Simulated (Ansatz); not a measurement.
LiPb (CsCl type, Pm-3m), DFT-PBE in the program Ansatz with PAW potentials, all energies at zero smearing, with the estimated change up to a 700 eV cutoff added, with one set of potentials and settings (totals compare only within such a set). Cell of 2 atoms (1 Pb, 1 Li): -12111.645 eV.

| element | reference phase | E (eV/atom) |
|---|---|---|
| Pb | Fm-3m, 1 atoms in the cell | -11906.4191 |
| Li | Fm-3m, 1 atoms in the cell | -204.6902 |

Formation energy per atom, worked out: (-12111.645 − 1×(-11906.4191) − 1×(-204.6902))/2 = -0.268 eV/atom (-26 kJ per mol of atoms), at 0 K, without zero-point energy or fitted corrections.

The workflow started from an entry of the Crystallography Open Database (COD), which files this formula under 2 space groups. Its standing as an ambient phase is unchecked. The PBE relaxation kept the symmetry of its start; its stability against distortions is not shown here. The references are the lowest solids computed at this level, not always the standard phases. Scalar-relativistic: spin–orbit coupling is off unless named, which matters more the heavier the elements.

Potentials: the later of the program's two PAW sets.
